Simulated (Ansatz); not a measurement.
Values for one crystal, relaxed and computed with PBE+D3(BJ) (plane waves, PAW; program Ansatz); other levels are named.

| Quantity | Result |
|---|---|
| Volume per atom | 12.92 Å³ |
| Band gap | 2.59 eV (indirect) |
| Electron effective mass | 0.29, 0.38, 0.56 mₑ (principal values) |
| Formation energy from the elements (no fitted shifts) | -0.79 eV/atom |
| Pressure derivative B′ | 3.8 |
| Bulk modulus (Birch–Murnaghan fit) | 107 GPa |
| Conduction-band minimum | on the M–K line, 9 % of the way from M (6 equivalent valleys) |

Q: Pick the material that matches.
(A) WS2, P6_3/mmc (W on 2c, S on 4f)
(B) BeS, P6_422 (Be on 3c, S on 3d)
(C) MoS2, R3m (Mo on 3a, S on 3a, S on 3a)
(D) PbS, rock salt

A: B, BeS, P6_422 (Be on 3c, S on 3d)

The start of the workflow was typed in or built on a structure type; neither database checked (COD, Materials Project) lists it. COD files the formula under space group No. 216, so this cell is another polymorph or a model. Whether it is the stable phase at ambient conditions was not checked. Symmetry was held in the PBE+D3(BJ) relaxation; its stability against distortions is not shown here. The references are the lowest solids computed at this level, not always the standard phases.

Potentials: the earlier of the program's two PAW sets.
